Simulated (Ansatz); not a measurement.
RhPb:
```
CELL_PARAMETERS angstrom
      5.66212     0.00000     0.00000
     -2.83106     4.90354     0.00000
      0.00000     0.00000     4.44380
ATOMIC_POSITIONS crystal
  Rh 0.00000 0.50000 0.00000
  Rh 0.50000 0.00000 0.00000
  Rh 0.50000 0.50000 0.00000
  Pb 0.66667 0.33333 0.50000
  Pb 0.33333 0.66667 0.50000
  Pb 0.00000 0.00000 0.00000
```

Relaxed with PBEsol. Special points in fractions of this cell's reciprocal vectors: Γ (0.000, 0.000, 0.000); M (0.500, 0.000, 0.000); K (0.333, 0.333, 0.000); A (0.000, 0.000, 0.500); L (0.500, 0.000, 0.500); H (0.333, 0.333, 0.500).

Question: List the band energies nearest the Fermi level at these points for the program Ansatz at the PBEsol level (PAW).

Answer: In eV from the Fermi level; about four levels below and three above (degenerate sets whole), none deeper than 8.9 eV; points with the same levels are listed once.

```csv
k,below,above
Γ,-0.92 -0.92 -0.88 -0.88 -0.05,0.64 2.03 2.03
M,-1.67 -1.32 -1.04 -0.91,0.83 1.02 1.74
K,-1.70 -1.70 -1.14 -0.61,0.78 0.89 0.89
A,-0.83 -0.83 -0.82 -0.82 -0.54,0.24 0.64 0.84
L,-1.08 -0.97 -0.60 -0.36,0.24 1.83 3.30
H,-1.17 -1.17 -0.67 -0.55,1.27 2.99 2.99
```

Space group P6/mmm. The workflow started from a Materials Project entry (that database holds measured and hypothetical structures alike); the Crystallography Open Database files this formula in space group No. 191, but the cells were not matched. Its standing as an ambient phase is unchecked. The cell was relaxed with PBEsol under the symmetry of its start. At this level the phase is dynamically unstable (imaginary phonons). The run is not spin-polarised. Scalar-relativistic: spin–orbit coupling is off unless named, which matters more the heavier the elements.

Potentials: the later of the program's two PAW sets.
